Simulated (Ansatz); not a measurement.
Input and command of a plane-wave DFT calculation in Ansatz:

```yaml
crystal:
  lattice:
    - [4.1694827182, 0.0, 0.0]
    - [-2.0847413592, 3.6108779546, 0.0]
    - [0.0, 0.0, 3.7666994433]
  atoms:
    - { symbol: B, position: [0.3115, 0.3115, 0.25] }
    - { symbol: B, position: [0.0, 0.3115, 0.75] }
    - { symbol: B, position: [0.6885, 0.0, 0.25] }
    - { symbol: B, position: [0.6885, 0.6885, 0.75] }
    - { symbol: B, position: [0.0, 0.6885, 0.25] }
    - { symbol: B, position: [0.3115, 0.0, 0.75] }
    - { symbol: O, position: [0.0, 0.0, 0.0], spin: 1.0 }
    - { symbol: O, position: [0.0, 0.0, 0.5], spin: 1.0 }
basis:
  ecutwfc: 420
kpoints:
  mp_grid: { grid: [6, 6, 6] }
hamiltonian:
  xc: pbe
scf:
  occupations: { method: gaussian, width: 0.1 }
  lower_state_search: "off"
output:
  forces: true
  stress: true
  eigenvalues: true
  populations: true
magnetization:
  spin_polarized: true
```

```bash
ansatz run input.yaml --threads 1 --pin off --max-ram 2560MiB --backend cpu --events-out ev --progress --plain --runs-dir out
```

Processor: Arm Neoverse V1, 1 thread, on a host shared with other jobs.

**Question.** Estimate time, memory and problem size.

**Answer.** About 9.7 s on 1 thread of Arm Neoverse V1 (shared host), peak memory 0.33 GiB. It solves 24 bands at 28 k points (the mesh reduced by the symmetry that the task leaves, which can be less than the crystal's) with about 1135 plane waves, in 16 SCF iterations.
